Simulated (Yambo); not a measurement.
Material: K2S (anti-fluorite, space group Fm-3m, No. 225); a = 5.186 Å, b = 5.186 Å, c = 5.186 Å, α = 60.00°, β = 60.00°, γ = 60.00° (3 atoms in the cell). Cell and atoms were relaxed with PBEsol from Materials Project entry mp-1022, within its symmetry.

With PBEsol (pw.x of Quantum ESPRESSO, ONCV potentials, scalar-relativistic), the gap between the mesh's edge points (X → Γ) is 2.349 eV.

Question: What does a G0W0 run in Yambo give for it (4×4×4 Γ-centred k mesh, 180 bands and a 8 Ry block in the screening, 180 bands in G with the Bruneval-Gonze terminator, plasmon pole fitted at 27.2 eV)?

Answer: The correction is 1.869 eV, giving 4.218 eV, 1.8 times the PBEsol value.  Nearest settings tried, and what they do to the gap: 2 Ry block (51 vectors against 283): -447 meV. Not varied: bands in G, bands in W, mesh. So the settings aren't converged at that level.
